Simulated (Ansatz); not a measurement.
The relaxed structure here is a generated cell of Li: the first start was made by placing the elements on the sites of a structure type, and the end was not matched to a known phase here, so it may be hypothetical. Known forms of Li include space group No. 229.

The end point of a relaxation of Li. Computed with r2SCAN (plane waves to 500 eV, PAW, scalar-relativistic; Ansatz, a first-principles code).

```xyz
1
Lattice="2.7621 0.0000 0.0000 0.0000 2.7621 0.0000 0.0000 0.0000 2.7621" Properties=species:S:1:pos:R:3 pbc="T T T"
Li     0.0000     0.0000     0.0000
```

### Question
Determine the symmetry and give the standard cell with its independent sites.

### Answer
Space group Pm-3m (No. 221); a = b = c = 2.762 Å, α = β = γ = 90.00°

```
atom  site  symmetry       x       y       z
----  ----  --------  ------  ------  ------
Li      1a      m-3m  0.0000  0.0000  0.0000
```

This is the simple cubic type.

### Question
Give the shortest distances between elements (the closest pairs, up to four, under 3.6 Å).

### Answer
Li–Li 2.76 Å.

| Item | Value |
|---|---|
| Volume per atom | 21.07 Å³ |
| Density | 0.55 g/cm³ |
| Band gap | zero (metallic) |

No spin polarisation in the result.

The run could not lose the symmetry of its start: the end is stationary, and may be a saddle point rather than a minimum.
